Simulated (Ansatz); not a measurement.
PbSe:
```cif
data_PbSe
_chemical_formula_sum 'Pb1 Se1'
_space_group_name_H-M_alt 'P 1'
_space_group_IT_number 1
_cell_length_a 4.06893
_cell_length_b 4.06893
_cell_length_c 3.86167
_cell_angle_alpha 90.000
_cell_angle_beta 90.000
_cell_angle_gamma 120.000
loop_
_space_group_symop_operation_xyz
  'x, y, z'
loop_
_atom_site_label
_atom_site_type_symbol
_atom_site_fract_x
_atom_site_fract_y
_atom_site_fract_z
_atom_site_occupancy
Pb1 Pb 0.00000 0.00000 0.00000 1
Se1 Se 0.66667 0.33333 0.50000 1
```

Relaxed with LDA.

Problem. Decompose the optical modes at the zone centre into irreducible representations, and say which are infrared and Raman allowed.

Solution. Point group -6m2: Γ_opt = A2'' + E'. Infrared: A2'', E'. Raman: E'.

Problem. Assign frequencies (DFPT, LDA in the plane-wave PAW code Ansatz).

Solution. A2'' 37i, E' 106 cm⁻¹.

Space group P-6m2. A made-up cell: these elements were put on the sites of a structure type; neither database checked (COD, Materials Project) lists it. It is not the phase usual at ambient conditions (space group No. 225). Symmetry was held in the LDA relaxation; of distortions, only those at the zone centre were tested, and some modes there are weakly imaginary. As this level gives no gap, phonon frequencies hold no LO–TO term and depend on the k-mesh and smearing (Fermi–Dirac, 0.1 eV here). Spin–orbit coupling is left out wherever it is not named.

Potentials: the later of the program's two PAW sets.
